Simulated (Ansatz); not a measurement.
Consider the following.

Starting cell, LaTl3 (Cu3Au type):

```
CELL_PARAMETERS angstrom
      9.47588     0.00000     0.00000
      4.73794     4.73794     0.00000
      0.00000     0.00000     4.73794
ATOMIC_POSITIONS crystal
  La 0.00000 0.00000 0.00000
  La 0.50000 0.00000 0.00000
  Tl 0.75000 0.50000 0.50000
  Tl 0.25000 0.50000 0.50000
  Tl 0.25000 0.00000 0.50000
  Tl 0.75000 0.00000 0.50000
  Tl 0.00000 0.50000 0.00000
  Tl 0.50000 0.50000 0.00000
```

A phonon eigenvector at M = (0.5, 0.5, 0.0) is frozen into this cell: atom i moves by Q times the vector below, so Q is the largest atomic displacement, in Å. The cell is held. (q is in reciprocal vectors of the primitive cell; the cell shown is doubled to hold the pattern.)

```tsv
atom	x	y	z
Tl7	0.000	0.000	-1.000
Tl8	0.000	0.000	1.000
```

Atoms not listed stay in place.

The numbers are results of LDA (plane waves to 420 eV, PAW, scalar-relativistic; Ansatz, a program for electronic structure), not measurements. k mesh 10×10×10 (Γ-centred), Fermi-Dirac smearing 0.05 eV. Energies are smeared free energies. With partly filled bands, energies and forces of such displacements shift with the k mesh and the smearing. LaTl3 is run without spin polarisation. LaTl3 was relaxed with its symmetry unable to fall. Spin-orbit coupling is left out, though Tl is heavy. ΔE is measured from the undisplaced structure.

The scan covers Q from -0.100 to 0.100 Å in 13 points.

Problem. Which space group does the distorted structure have?

Solution. P4/nmm (No. 129), lowered from Pm-3m.

Problem. Is this a single well or a double well?

Solution. A single well with its minimum at or next to zero displacement.

Problem. What is the energy change at Q = 0.100 Å?

Solution. 24.9 meV/cell.

Problem. What harmonic wavenumber does the curvature at Q = 0 give?

Solution. 58 cm⁻¹.

(For displaced atoms, the force is minus the slope of the energy, and its curvature is a force constant, which sets phonon frequencies.)
